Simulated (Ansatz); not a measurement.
HgPt: how the free axis answers a strain

HgPt, P4/mmm, a = 2.977 Å, c = 3.872 Å. The structure is a COD entry; whether it is the stable form wasn't checked. Ansatz: PBEsol, PAW, 420 eV, Γ-centred 14×14×12 mesh on 2 atoms, Gaussian smearing 0.10 eV; no spin polarisation. Series: uniaxial strain along c, with a, b and atoms relaxed; x is the strain in per cent. y is the change of a in per cent of 2.977 Å.

```tsv
x (%)	y (%)
-3.0	?
-2.0	0.87
-1.0	0.44
0.0	0.00
1.0	-0.42
2.0	-0.83
3.0	-1.25
```

Fit y = c1 x + c2 x² to the other rows, say what c1 measures, and predict the missing y.

Least squares on the rows shown. y = −0.4274 x + 0.004080 x². So −c1 = 0.427 is Poisson's ratio for this pair of axes. At x = -3.0 the fit asked for gives 1.32 %. The run gave 1.33 %, so the fit is 0.01 % too low, within twice the rms miss on the fitted rows (0.006 %).

Spin–orbit coupling is left out, which can shift energies with elements as heavy as these.